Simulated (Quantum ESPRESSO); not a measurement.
## RuTa2Re2Ir2Cu (different elements on one site, starting from this cell)

A calculation, not a measurement. The program is pw.x of Quantum ESPRESSO 7.5 (plane-wave density functional theory). The cell is made up: eight metal atoms on a hexagonal close-packed lattice, with elements, volume, strain and displacements drawn at random and not relaxed, so it may be unstable or far from any real phase. PseudoDojo standard norm-conserving files set the functional (PBE unless stated); there is no spin polarisation or spin-orbit coupling, the Fermi-Dirac width of 0.25 eV means electrons at about 2900 K, and the masses in the input are unused placeholders. The copper pseudopotential is less sure than most, with forces differing by about three percent and pressure by about two GPa from a second method on plain copper. Heavy elements are run without spin-orbit coupling, which real alloys of them have. A spin test at this wide smearing found no moment, but such smearing suppresses magnetism that the real alloy may have.

The runs put different elements on site 1. Cell, positions, cutoff, mesh and smearing stay as in the input of run 1; sites are counted in its order. Stress in the tables is positive in tension.

Input of run 1:

```
&control calculation='scf', pseudo_dir='./dojo.nc.sr.pbe.v0_5.standard.upf', outdir='./o', disk_io='minimal', tprnfor=.true., tstress=.true. /
&system ibrav=0, nat=8, ntyp=5, nbnd=80, ecutwfc=92.02030273, nosym=.true., tot_charge=0,
 occupations='smearing', smearing='fd', degauss=0.0183746611
/
&electrons conv_thr=1.470e-08, electron_maxstep=70, mixing_beta=0.5 /
ATOMIC_SPECIES
Cu 1.0 Cu.upf
Ir 1.0 Ir.upf
Re 1.0 Re.upf
Ru 1.0 Ru.upf
Ta 1.0 Ta.upf
CELL_PARAMETERS angstrom
0.0354 -0.0675 -4.5321
0.0123 4.8357 0.0732
5.7325 0.0142 -0.0443
ATOMIC_POSITIONS angstrom
Ru 0.0276 -0.1048 0.0586
Ta 2.9226 0.1098 -0.059
Re 1.4237 2.4349 0.0184
Ir 4.3411 2.3854 0.013
Cu 0.0371 1.5749 -2.282
Re 2.9456 1.6484 -2.2336
Ta 1.4071 3.9772 -2.2527
Ir 4.2951 3.9732 -2.308
K_POINTS automatic
5 5 4 1 1 1
```

```
run  elements on sites 1 to 8  -TS (eV)  pressure (GPa)  stress xx (GPa)  stress yy (GPa)  stress zz (GPa)  stress yz (GPa)  stress xz (GPa)  stress xy (GPa)  iterations
  1   Ru Ta Re Ir Cu Re Ta Ir    -1.663           -5.38             9.12             3.72             3.32             1.45            -0.87            -0.70          20
  2   Pt Ta Re Ir Cu Re Ta Ir    -1.554           -2.50             5.65             1.30             0.55             1.53            -1.36             0.16          22
  3   Ir Ta Re Ir Cu Re Ta Ir    -1.600           -4.43             7.99             2.84             2.46             1.63            -1.13            -0.40          22
  4   Ta Ta Re Ir Cu Re Ta Ir    -1.515            3.42            -1.92            -0.70            -7.63             1.57            -1.66             0.04          20
  5    W Ta Re Ir Cu Re Ta Ir    -1.532           -0.47             3.01             1.81            -3.41             1.67            -1.44            -0.39          21
```

Forces Fx Fy Fz (eV/Å):

```
site              run 1              run 2              run 3             run 4              run 5
   1   -0.04 1.27 -0.62   -0.32 1.69 -1.10   -0.03 1.57 -0.83  -1.41 1.15 -1.36   -0.83 1.05 -1.07
   2    0.61 -1.36 0.10    0.81 -1.59 0.10    0.71 -1.42 0.10  -0.18 -1.07 0.07   -0.07 -1.10 0.06
   3  -0.54 -0.99 -0.01  -0.30 -0.85 -0.04  -0.57 -1.14 -0.03  0.04 -0.69 -0.11  -0.38 -0.89 -0.05
   4    0.64 0.44 -0.12    0.45 0.40 -0.13    0.60 0.41 -0.13   0.46 0.14 -0.11    0.58 0.24 -0.12
   5   -0.25 -0.17 0.28   -0.27 -0.05 0.32   -0.25 -0.17 0.30   -0.23 0.06 0.35   -0.21 -0.12 0.33
   6   -0.12 0.51 -0.51   -0.21 0.57 -0.46   -0.15 0.57 -0.49  -0.10 0.47 -0.53   -0.06 0.50 -0.53
   7    -0.45 0.25 0.24    0.13 -0.21 0.55    -0.25 0.16 0.37   0.76 -0.41 0.97     0.31 0.01 0.70
   8     0.15 0.05 0.66    -0.27 0.05 0.76    -0.06 0.02 0.71    0.65 0.35 0.73     0.66 0.31 0.67
```

Energies are left out, as each element's file has its own zero. A rerun of one cell of this series at a higher cutoff and on a denser mesh moved values by no more than 0.004 eV in energy, 0.04 GPa in stress and 0.014 eV/Å in force, and a second program with other atomic files agreed on that cell to 2 % rms in force and 0.5 GPa in pressure.